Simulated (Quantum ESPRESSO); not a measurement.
# Kohn-Sham bands of PbS (Pnma)

```
CELL_PARAMETERS angstrom
     12.02784     0.00000     0.00000
      0.00000     4.22497     0.00000
      0.00000     0.00000     4.27502
ATOMIC_POSITIONS crystal
  Pb 0.87135 0.25000 0.16490
  Pb 0.12865 0.75000 0.83510
  Pb 0.62865 0.75000 0.66490
  Pb 0.37135 0.25000 0.33510
  S  0.64360 0.25000 0.10791
  S  0.35640 0.75000 0.89209
  S  0.85640 0.75000 0.60791
  S  0.14360 0.25000 0.39209
```

Materials Project entry mp-1078500; symmetrised, unrelaxed at this level. Not found in the COD (Crystallography Open Database) copy used, which has the formula in other groups; not checked further. Computed values, not measurements, from PBEsol: Quantum ESPRESSO (norm-conserving PseudoDojo potentials, cutoff 50 Ry, no spin polarisation, no spin-orbit coupling) on a Γ-centred 4×6×6 mesh, then Wannier90. Density: 4×8×8 mesh, Gaussian smearing 0.01 Ry. Spin-orbit coupling is left out although heavy elements are present.

Energies are relative to the valence-band maximum; weights are on the orthonormalised atomic waves of the pseudopotential files, averaged over the group. 80 electrons a cell are treated as valence.

Into which isolated groups do the bands fall, where do they lie and what are they made of?


```json
[
 {"bands": "1–20", "from (eV)": "-16.35", "to (eV)": "-16.15", "filling": "filled", "weight on atomic waves": "Pb 5d 99 %"},
 {"bands": "21–24", "from (eV)": "-12.96", "to (eV)": "-11.23", "filling": "filled", "weight on atomic waves": "S 3s 76 %, Pb 6p 14 %, Pb 6s 7 %"},
 {"bands": "25–28", "from (eV)": "-8.31", "to (eV)": "-5.75", "filling": "filled", "weight on atomic waves": "Pb 6s 71 %, S 3p 17 %, S 3s 9 %"},
 {"bands": "29–40", "from (eV)": "-4.42", "to (eV)": "0.00", "filling": "filled", "weight on atomic waves": "S 3p 71 %, Pb 6p 22 %, Pb 6s 6 %"}
]
```

The Kohn-Sham gap over both meshes and the path is 1.08 eV.
